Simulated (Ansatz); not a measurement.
Theory: DFT PBE, scalar-relativistic, plane waves, PAW in Ansatz. Cutoff 420 eV, Γ-centred meshes of about 0.25 Å⁻¹ or finer for metals and 0.3 Å⁻¹ for insulators (2π included), Gaussian smearing. No spin polarisation.

All energies are static (0 K, no zero-point motion).

Two relaxed structures of HfC₄:

1.

```
Hf C
1.0
     4.32128    0.00000    0.00000
    -2.16064    3.74234    0.00000
     0.00000    0.00000   10.23244
Hf C
3 12
Direct
  0.00000 0.00000 0.00000
  0.33333 0.66667 0.39759
  0.66667 0.33333 0.60240
  0.66631 0.66707 0.80124
  0.00076 0.66707 0.80124
  0.00076 0.33369 0.80124
  0.33293 0.33369 0.80124
  0.33293 0.99924 0.80124
  0.66631 0.99924 0.80124
  0.66707 0.66631 0.19876
  0.99924 0.66631 0.19876
  0.33369 0.33293 0.19876
  0.99924 0.33293 0.19876
  0.33369 0.00076 0.19876
  0.66707 0.00076 0.19876
```

2.

```
Hf C
1.0
    -3.19794    3.19794    1.31693
     3.19794   -3.19794    1.31693
     3.19794    3.19794   -1.31693
Hf C
1 4
Cartesian
  0.0000 0.0000 0.0000
  -1.4222 1.4222 1.3169
  1.4222 1.4222 1.3169
  1.4222 -1.4222 1.3169
  1.7758 1.7758 0.0000
```

**Question.** Which form is favoured at zero pressure, and by what margin per atom?

**Answer.** Cell 1 is lower, by 142 meV/atom. Cell 1 has space group P-3m1 (No. 164), 11.0 Å³/atom and no gap on its mesh; cell 2 has space group I4/mmm (No. 139), 10.8 Å³/atom and no gap. Counting C atoms around Hf (those within 1.25 times the shortest such distance or 1.15 times the sum of covalent radii; a slash parts the counts of unlike sites), cell 1 has Hf 6/12 and cell 2 has Hf 12. Cell 1 holds C–C nets (shortest 1.44 Å); cell 2 holds C–C chains (shortest 1.41 Å). Even the lower one lies +0.34 eV/atom against the reference forms of the elements (uncorrected), so neither is stable at this level. In cell 1, Hf on a site of symmetry -3m is surrounded by 12 C at 2.49 Å; around Hf on a site of symmetry 3m lie 6 C at 2.49 Å; around C lie 3 C at 1.44–1.45 Å, 6 C at 2.49–2.50 Å and 2 Hf at 2.49 Å. In cell 2, Hf has 12 C at 2.40–2.51 Å and 2 Hf at 2.63 Å; C has 2 C at 1.41 Å and 3 Hf at 2.40–2.51 Å. Both come from trial cells of a structure search, whose lowest cell (P2_1/m, 9.1 Å³/atom) lies 161 meV/atom below the lower of the two.

These runs have no spin–orbit coupling, which can matter for Hf. With atoms moved at random, cell 1 came back. Cell 2 had no clear such test and can be a saddle point. Some types were kept out of the candidates beforehand, so the set may lack a known form.
